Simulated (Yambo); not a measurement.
```xyz
2
Lattice="0.0000 2.2435 2.2435 2.2435 0.0000 2.2435 2.2435 2.2435 0.0000" Properties=species:S:1:pos:R:3 pbc="T T T"
B      0.0000     0.0000     0.0000
P      3.3653     3.3653     3.3653
```

BP (zinc blende, space group F-43m, No. 216): mean Im ε in 1 eV windows above the direct gap of 4.35 eV, for different electron-hole kernels (Yambo, broadening 0.15 eV, norm-conserving LDA (Quantum ESPRESSO, 76 Ry, no spin-orbit coupling) bands; 10×10×10 mesh, 3 valence and 3 conduction bands, static screening with 11 bands and a 4 Ry block, scissor 0.90 eV, Tamm-Dancoff; field along x).

```json
[
 {"window (eV)": "4.3 to 5.3", "independent quasiparticles": "4.7", "BSE": "10"},
 {"window (eV)": "5.3 to 6.3", "independent quasiparticles": "11", "BSE": "29"},
 {"window (eV)": "6.3 to 7.3", "independent quasiparticles": "26", "BSE": "16"},
 {"window (eV)": "7.3 to 8.3", "independent quasiparticles": "14", "BSE": "9.9"}
]
```

This run doesn't resolve bound excitons or single peaks, so only averages are given, and they too depend on the mesh; weight that the attraction moves below the gap isn't listed. All transitions below 8.77 eV are in the band window. The scissor comes from a G0W0 run whose convergence isn't established.

Geometry relaxed with LDA.
